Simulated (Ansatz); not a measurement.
# Ionic part of the dielectric constant of MgAl₂C₂ at 25 GPa, mode by mode

Level of theory: DFT PBEsol, scalar-relativistic, plane waves, PAW (Ansatz 0.2.0). Settings: 420 eV plane-wave cutoff, Γ-centred 12×12×6 mesh, fixed occupations. No spin polarisation. Phonons by linear response, acoustic sum rule imposed.

It takes space group P-3m1 (No. 164, trigonal). Conventional cell: a = 3.253 Å, b = 3.253 Å, c = 5.400 Å, α = 90.00°, β = 90.00°, γ = 120.00°. Around Mg (site symmetry -3m) lie 6 C at 2.35 Å and 6 Al at 2.65 Å. Al (site symmetry 3m) has 4 C at 1.94 to 2.12 Å as nearest neighbours. Around C (site symmetry 3m) lie 4 Al at 1.94 to 2.12 Å.

Other phases may be more stable at this pressure.

The primitive cell has V = 49.49 Å³ and ε∞,yy = 7.187. Each polar mode adds Δε = (4.92064×10⁷/V)·S/ν² along y, with S its oscillator strength in e²/amu, ν in cm⁻¹ and V in Å³.

Question: From these modes, find each Δε and ε0,yy.
```tsv
ν (cm⁻¹)	S_yy (e²/amu)
313.8	0.1676
754.8	2.101
```

Answer:
| ν (cm⁻¹) | Δε |
| --- | --- |
| 313.8 | 1.69 |
| 754.8 | 3.67 |

The sum is 5.359, so ε0,yy = 12.55; the run's tensor has 12.55.

Question: Where do the longitudinal modes lie for a wave vector along y?

Answer: At 336, 932 cm⁻¹. The Lyddane–Sachs–Teller product Π(ν_LO/ν_TO)² = 1.75 matches ε0/ε∞ = 1.75.

Cost: 1 run of about 5.2 core-minutes, on Arm Neoverse V1 (shared hosts).